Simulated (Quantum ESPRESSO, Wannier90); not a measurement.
## Tight-binding from DFT: ZrSe₂ (CdI2 type)

```xyz
3
Lattice="3.8112 0.0000 0.0000 -1.9056 3.3006 0.0000 0.0000 0.0000 6.3999" Properties=species:S:1:pos:R:3 pbc="T T T"
Zr     0.0000     0.0000     0.0000
Se    -1.9056     1.1002    -1.5623
Se     1.9056    -1.1002     1.5623
```

Cell from Materials Project (mp-2076), symmetrised, no further relaxation. COD (Crystallography Open Database) has an entry of this formula and space group (matched by these alone). Method: PBEsol plane waves in Quantum ESPRESSO 7.5 (PseudoDojo norm-conserving files, 69 Ry, spinors with spin-orbit coupling), Bloch states on a 6×6×4 mesh through Γ, Wannier90 4.0.1. Density: 12×12×6 mesh, Gaussian smearing 0.01 Ry. The cell is built of weakly bound layers, chains or molecules, whose nearest atoms lie 3.95 Å apart. Database cells relaxed without dispersion often hold them too far apart, which can enlarge gaps and weakens couplings between them; spacing and stacking were not compared with the measured crystal. The gap is small at this level and was sampled on the meshes and a path alone.

Bands 29-44 form an isolated set from -13.23 to 0.00 eV relative to the valence-band maximum (on the path) and are turned into 16 Wannier functions by minimising the spread from the start: SCDM (isolated).

Task: Where do the functions sit, how wide are they and what are they made of?

Result: 
```json
[
 {"functions": "12", "spread (Å²)": "2.15", "nearest atom, distance (Å)": "Se 0.73", "second atom, distance (Å)": "Zr 1.97", "weight on atomic waves": "Se 4p 58 %, Zr 4d 20 %, Se 4s 15 %"},
 {"functions": "4", "spread (Å²)": "1.96", "nearest atom, distance (Å)": "Se 0.34", "second atom, distance (Å)": "Zr 2.91", "weight on atomic waves": "Se 4p 47 %, Se 4s 44 %, Zr 4d 9 %"}
]
```

Ω_I = 28.81 Å², Ω_total = 33.65 Å²; the interpolated bands follow pw.x to 14 meV rms on the path. It is the lowest total spread that any start reached here.
